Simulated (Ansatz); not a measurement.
Ansatz input

```yaml
crystal:
  lattice:
    - [-2.9409737189, 2.9392690962, 1.2211564821]
    - [2.9392690962, -2.9409737189, 1.2211564821]
    - [1.5312913404, 1.5312913404, -1.2242785017]
  atoms:
    - { symbol: Ni, position: [0.999952884, 4.7116e-05, 0.0], spin: 0.597 }
    - { symbol: Ni, position: [0.750047116, 0.249952884, 0.5], spin: 0.597 }
hamiltonian:
  xc: lda
  pseudopotentials:
    kind: paw
    azcp:
      Ni: "pseudopotentials/Ni.paw.azcp"
basis:
  ecutwfc: 420
  fft_grid_basis: typed
kpoints:
  mp_grid: { grid: [17, 17, 17], shift: [0, 0, 0] }
magnetization:
  spin_polarized: true
scf:
  occupations: { method: fermi_dirac, width: 0.05 }
  lower_state_search: "off"
output:
  stress: true
```

Output

```
Warning: the record states the generating functional pbe (its physics header spells it `PBE`), which answers neither for hamiltonian.xc's functional nor for the lda family's — results may be inconsistent (PPs are generated against a specific XC)
Engine: ansatz 0.2.0, x86_64-unknown-linux-gnu
Pseudopotentials: kind: paw
Pseudopotential: Ni, paw, valence charge 18, recommended cutoff 420 eV (normal) 
Functional definition: SPW92
  exchange = slater_x
  correlation = pw_c
Crystal: 2 atoms, lattice volume = 21.979 Å³
Basis set: ecut = 420 eV, 415 PW (Γ)
Bands: 23, of which v1, the nominal top of the filled ones, is band 18 counted from 1 (17 counted from 0)
Symmetry: 4 space group operations
Space group: C2/c (ITA 15), of the structure as read, at distance tolerance 2.8e-5 Å
Magnetic group: BNS 15.85 (UNI 92), of the structure as read, at distance tolerance 2.8e-5 Å
k-points: 1305 of 4913
Non-local potential: Ni, projectors of the file, l = 0: 3, l = 1: 2, l = 2: 3, l = 3: 1
PAW form: soft (Blöchl's): semilocal exchange-correlation on the pseudo side does not see the compensation charge
PAW frozen core: Ni, regenerated for the run's functional, and the local potential with it (the file was generated under x = pbe(κ = 0.804, μ = 0.2195149727645171), c = pbe(β = 0.06672455060314922))
PAW one-centre angular grid: Ni, 590 points (default); XC on 64 Gauss nodes
Initial density: superposition of atomic densities (chi_scale 0.1, normalization cell)
Starting moments: Σ|m| = 1.194 μB on 2 of 2 sites
Initial wavefunctions: pseudopotential atomic-orbital guess
Functional: x = slater, c = lda
iter 1 solved again at ethr=1.19e-4 eV; its pass at ethr=3.10e-3 eV (dr2=4.30e-2 eV) is discarded
SCF iter   1: F=—  HF=-11546.477591 eV  |F-HF|=—  |Δ(HF+E_count)|=         —  Δρ=1.93e-2 (↑1.93e-2 ↓1.55e-2)  dr2=4.28e-2  dr2_m=3.35e-2  M=1.122 μB ∫|m|=1.166 μB  β_m=1.00  ethr=1.19e-4  ⟨swp⟩=1.0  Hψ=301911  notcnv=0
SCF iter   2: F=—  HF=-11546.481739 eV  |F-HF|=—  |Δ(HF+E_count)|=   4.15e-3  Δρ=1.18e-2 (↑1.18e-2 ↓7.28e-3)  dr2=3.19e-2  dr2_m=2.52e-3  M=1.123 μB ∫|m|=1.210 μB  β_m=1.00  ethr=1.19e-4  ⟨swp⟩=2.0  Hψ=71082  notcnv=0
SCF iter   3: F=—  HF=-11546.481263 eV  |F-HF|=—  |Δ(HF+E_count)|=   4.76e-4  Δρ=7.46e-3 (↑3.76e-3 ↓7.46e-3)  dr2=5.12e-3  dr2_m=1.07e-3  M=1.137 μB ∫|m|=1.235 μB  β_m=1.00  ethr=8.86e-5  ⟨swp⟩=2.8  Hψ=122981  notcnv=0
SCF iter   4: F=—  HF=-11546.488471 eV  |F-HF|=—  |Δ(HF+E_count)|=   7.21e-3  Δρ=2.38e-3 (↑2.38e-3 ↓1.35e-3)  dr2=8.02e-4  dr2_m=5.12e-4  M=1.150 μB ∫|m|=1.252 μB  β_m=1.00  ethr=1.42e-5  ⟨swp⟩=2.3  Hψ=115558  notcnv=0
SCF iter   5: F=—  HF=-11546.491085 eV  |F-HF|=—  |Δ(HF+E_count)|=   2.61e-3  Δρ=2.12e-3 (↑7.65e-4 ↓2.12e-3)  dr2=2.66e-4  dr2_m=3.76e-4  M=1.163 μB ∫|m|=1.269 μB  β_m=1.00  ethr=2.23e-6  ⟨swp⟩=2.0  Hψ=92431  notcnv=0
SCF iter   6: F=—  HF=-11546.493193 eV  |F-HF|=—  |Δ(HF+E_count)|=   2.11e-3  Δρ=1.63e-3 (↑4.82e-4 ↓1.63e-3)  dr2=1.95e-4  dr2_m=1.99e-4  M=1.173 μB ∫|m|=1.281 μB  β_m=1.00  ethr=7.39e-7  ⟨swp⟩=1.6  Hψ=85165  notcnv=0
SCF iter   7: F=—  HF=-11546.494794 eV  |F-HF|=—  |Δ(HF+E_count)|=   1.60e-3  Δρ=1.09e-3 (↑5.56e-4 ↓1.09e-3)  dr2=3.93e-5  dr2_m=1.33e-4  M=1.180 μB ∫|m|=1.291 μB  β_m=1.00  ethr=5.43e-7  ⟨swp⟩=2.1  Hψ=96456  notcnv=0
SCF iter   8: F=—  HF=-11546.495765 eV  |F-HF|=—  |Δ(HF+E_count)|=   9.71e-4  Δρ=9.12e-4 (↑4.71e-4 ↓9.12e-4)  dr2=2.74e-5  dr2_m=9.54e-5  M=1.187 μB ∫|m|=1.300 μB  β_m=1.00  ethr=1.09e-7  ⟨swp⟩=2.0  Hψ=107135  notcnv=0
SCF iter   9: F=—  HF=-11546.496388 eV  |F-HF|=—  |Δ(HF+E_count)|=   6.23e-4  Δρ=5.57e-4 (↑5.40e-4 ↓5.57e-4)  dr2=4.43e-8  dr2_m=6.05e-5  M=1.192 μB ∫|m|=1.307 μB  β_m=0.30  ethr=2.78e-10  ⟨swp⟩=3.9  Hψ=275725  notcnv=0
Mixer restart at iter 9: flushing history
spin-set hold released at iteration 9 (site moments contracting): the magnetisation degrees of freedom join the quasi-Newton model from the next iteration; the mixer history was flushed
SCF iter  10: F=—  HF=-11546.496947 eV  |F-HF|=—  |Δ(HF+E_count)|=   5.59e-4  Δρ=8.49e-4 (↑7.84e-4 ↓8.49e-4)  dr2=6.43e-7  dr2_m=1.34e-4  M=1.196 μB ∫|m|=1.312 μB  β_m=0.46  ethr=1.23e-10  ⟨swp⟩=5.1  Hψ=257869  notcnv=0
SCF iter  11: F=—  HF=-11546.497606 eV  |F-HF|=—  |Δ(HF+E_count)|=   6.59e-4  Δρ=9.72e-4 (↑9.72e-4 ↓6.65e-4)  dr2=1.15e-5  dr2_m=1.35e-4  M=1.209 μB ∫|m|=1.329 μB  β_m=0.79  ethr=1.23e-10  ⟨swp⟩=3.7  Hψ=176180  notcnv=0
SCF iter  12: F=—  HF=-11546.497813 eV  |F-HF|=—  |Δ(HF+E_count)|=   2.07e-4  Δρ=1.55e-3 (↑1.01e-3 ↓1.55e-3)  dr2=7.71e-4  dr2_m=1.63e-5  M=1.219 μB ∫|m|=1.341 μB  β_m=0.51  ethr=1.23e-10  ⟨swp⟩=4.1  Hψ=203423  notcnv=0  recentre
SCF iter  13: F=—  HF=-11546.497651 eV  |F-HF|=—  |Δ(HF+E_count)|=   1.62e-4  Δρ=3.10e-5 (↑3.04e-5 ↓3.10e-5)  dr2=1.49e-7  dr2_m=1.12e-7  M=1.218 μB ∫|m|=1.340 μB  β_m=0.59  ethr=1.23e-10  ⟨swp⟩=4.1  Hψ=203928  notcnv=0
iter 14 did not close the SCF: its close was put off for a magnetic moment that had not settled (scf_convergence_deferred on its scf_iter line)
SCF iter  14: F=-11546.497651 eV  HF=-11546.497651 eV  |F-HF|=6.40e-9  |Δ(HF+E_count)|=   3.75e-8  Δρ=1.47e-5 (↑8.77e-6 ↓1.47e-5)  dr2=1.26e-8  dr2_m=2.06e-8  M=1.218 μB ∫|m|=1.340 μB  β_m=0.80  ethr=1.23e-10  ⟨swp⟩=3.8  Hψ=176122  notcnv=0
SCF iter  15: F=-11546.497651 eV  HF=-11546.497651 eV  |F-HF|=1.40e-9  |Δ(HF+E_count)|=   1.44e-8  Δρ=2.82e-6 (↑1.16e-6 ↓2.82e-6)  dr2=1.63e-9  dr2_m=2.91e-10  M=1.218 μB ∫|m|=1.340 μB  ethr=3.51e-11  ⟨swp⟩=2.3  Hψ=186915  notcnv=0
SCF 1 converged in 15 iterations: F = -11546.497651 eV  dr2 = 1.63e-9
SCF converged after 15 iterations
Magnetization: 1.2176 μB (18.6088 up, 17.3912 down)
Absolute magnetization: 1.3418 μB (∫|ρ↑−ρ↓|, with the PAW one-centre terms)
Spin contamination: 0.0090 ħ² per cell (⟨S²⟩ above its minimum at these occupations)
Per-site moments (μB) at R_I (Å): [(0.6369991097662849, 0.9990712805709262), (0.6369991097662846, 0.9990712805709262)]
Free energy (F): -11546.497651 eV
Harris-Foulkes:  -11546.497651 eV  (|F-HF|=1.40e-9)
Internal energy: -11546.465406 eV  (E = F + TS)
E sigma→0 (E₀):  -11546.481529 eV
Entropy (-TS):   -0.032245 eV (-16.123 meV/atom)
Fermi energy:    17.472568 eV
--- Per-component energies (eV) ---
  E_band       = -583.315316
  E_kinetic    = 565.719570
  E_local      = -6927.747364  (includes V_loc(G=0)·N_el)
  E_nonlocal   = 1277.638905
  E_hartree    = 2885.395411
  E_xc         = -168.878245
  E_vxc        = -218.610267  (∫ρ·V_xc dr)
  E_paw        = -3126.234472  (= ΣΔE_a)
  E_vpaw       = -1051.111030  (= ΣTr[D̂ρ^β])
  E_aug_tail   = 0.000929  (compensation charges beyond the density's cutoff)
  E_ewald      = -6053.228381
  E_core_change = 0.868241  (= ΣΔE_core)
  E_smearing   = -0.032245  (= −TS)
  E_closure    = 0.000000  (closes the sum)
  Σ components = -11546.497651   (vs F -11546.497651, Δ=0.00e0)
--- Stress (GPa, compression-positive) ---
      -15.937740      -0.333702       0.144133
       -0.333702     -15.937740       0.144133
        0.144134       0.144134     -15.359474
  P = ⅓ Tr σ = -15.7450 GPa (-157.450 kbar)
```
